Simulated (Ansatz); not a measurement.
NiI$_{2}$:
```xyz
3
Lattice="1.9698 1.1373 6.7070 -1.9698 1.1373 6.7070 0.0000 -2.2745 6.7070" Properties=species:S:1:pos:R:3 pbc="T T T"
Ni     0.0000     0.0000     0.0000
I      0.0000     0.0000     5.1755
I      0.0000     0.0000    14.9455
```
The run is spin-polarised; directions of the spins, atom by atom: ↑ ↑ ↑.

Relaxed with r²SCAN+D4. Special points in fractions of this cell's reciprocal vectors: Γ (0.000, 0.000, 0.000); T (0.500, 0.500, 0.500); H2 (0.814, 0.186, 0.500); H0 (0.500, -0.186, 0.186); L (0.500, 0.000, 0.000); S0 (0.343, -0.343, 0.000); S2 (0.657, 0.000, 0.343); F (0.500, 0.000, 0.500).

Q: List the band energies nearest the valence-band maximum at these points for r²SCAN+D4 in the plane-wave PAW code Ansatz.

A: In eV from the valence-band maximum; about four levels below and three above (degenerate sets whole), none deeper than 8.9 eV; points with the same levels are listed once.

```
k                             below                above
----  -----------------------------  -------------------
Γ ↑         -0.63 -0.63 -0.09 -0.09  4.40 5.14 6.85 6.85
T ↑           -0.73 -0.73 0.00 0.00  5.37 5.45 7.03 7.03
H2 ↑        -2.16 -2.12 -0.95 -0.86       4.27 5.87 7.69
L ↑         -2.33 -2.16 -0.98 -0.43       3.71 5.55 7.34
S0 ↑        -2.15 -2.13 -0.96 -0.88       4.28 6.19 7.29
F ↑         -2.31 -2.25 -0.24 -0.20       2.94 5.41 5.86
Γ ↓   -1.46 -1.46 -0.42 -0.37 -0.37       1.71 1.71 4.66
T ↓         -1.44 -1.44 -0.47 -0.47       1.77 1.77 5.47
H2 ↓        -1.96 -1.70 -1.43 -1.39       1.27 1.34 4.56
L ↓         -1.97 -1.57 -1.50 -1.45       1.38 1.51 4.02
S0 ↓        -1.96 -1.71 -1.41 -1.41       1.25 1.34 4.56
F ↓         -2.03 -1.58 -1.42 -1.31       1.68 1.74 3.20
```

Space group R-3m. The workflow started from an entry of the Crystallography Open Database (COD). Its standing as an ambient phase is unchecked. The r²SCAN+D4 relaxation kept the symmetry of its start; whether a distortion lowers the energy is not shown. The final state is ferromagnetic, the only order run, not a proven ground state. The cell computed holds one magnetic atom, so no antiferromagnetic order was within reach. Other orbital occupations within this spin state were not tried. No Hubbard U is applied. Spin–orbit coupling is left out wherever it is not named.

Potentials: the later of the program's two PAW sets.
